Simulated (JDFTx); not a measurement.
An input for JDFTx (a modified build) (LiCl(100), vacuum; bohr, hartree) and the course of its log:

```
lattice \
  6.7937554867 0.0000000000 0.0000000000 \
  0.0000000000 6.7937554867 0.0000000000 \
  0.0000000000 0.0000000000 44.5975365412
coords-type Lattice
ion Cl 0.0000000000 0.0000000000 -0.1615754240 1
ion Cl 0.5000000000 0.5000000000 -0.0538584750 1
ion Cl 0.0000000000 0.0000000000 0.0538584750 1
ion Cl 0.5000000000 0.5000000000 0.1615754240 1
ion Li 0.5000000000 0.5000000000 -0.1615754240 1
ion Li 0.0000000000 0.0000000000 -0.0538584750 1
ion Li 0.5000000000 0.5000000000 0.0538584750 1
ion Li 0.0000000000 0.0000000000 0.1615754240 1
ion-species pseudo/cl_pbe_v1.4.upf
ion-species pseudo/li_pbe_v1.4.upf
elec-cutoff 20 100
elec-ex-corr gga-PBE
coulomb-interaction Slab 001
coulomb-truncation-embed 0 0 0
kpoint-folding 6 6 1
elec-smearing Fermi 0.003
lcao-params 10
elec-n-bands 26
converge-empty-states yes
electronic-scf nIterations 100 energyDiffThreshold 1e-07
ionic-minimize nIterations 10 energyDiffThreshold 1e-5 knormThreshold 4e-4
dump-name vac.$VAR
dump End State Ecomponents EigStats BandEigs Forces ElecDensity IonicPositions Fillings Kpoints Dtot
```

```
[the ionic steps are shown, and the last electronic cycles]
IonicMinimize: Iter:   0  F: -89.565165230147272  |grad|_K:  2.580e-03
IonicMinimize: 	Wolfe criterion not satisfied: alpha: 1  (E-E0)/|gdotd0|: -0.985812  gdotd/gdotd0: 0.943944 (taking cubic step)
IonicMinimize: Iter:   1  F: -89.565618663485282  |grad|_K:  2.267e-03  alpha:  3.000e+00  linmin: -9.991e-01
IonicMinimize: Iter:   2  F: -89.567216388561604  |grad|_K:  9.336e-04  alpha:  6.598e-01  linmin: -9.875e-01
SCF: Cycle: 20   F: -89.567655841043972   dF: -6.469e-08   |Residual|: 4.525e-05   |deigs|: 4.139e-04
	FillingsUpdate:  mu: -0.126767505  nElectrons: 40.000000
SCF: Cycle: 21   F: -89.567655870642909   dF: -2.960e-08   |Residual|: 2.333e-05   |deigs|: 1.572e-04
SCF: Converged (|Delta E|<1.000000e-07 for 2 iters).
IonicMinimize: Iter:   3  F: -89.567655870642909  |grad|_K:  3.253e-04  alpha:  1.000e+00  linmin: -8.737e-02
IonicMinimize: Converged (|grad|_K<4.000000e-04).
```

This run gave no converged result. The electrons converged at the last geometry, but the relaxation ended without meeting its force or energy threshold; the structure isn't a minimum.
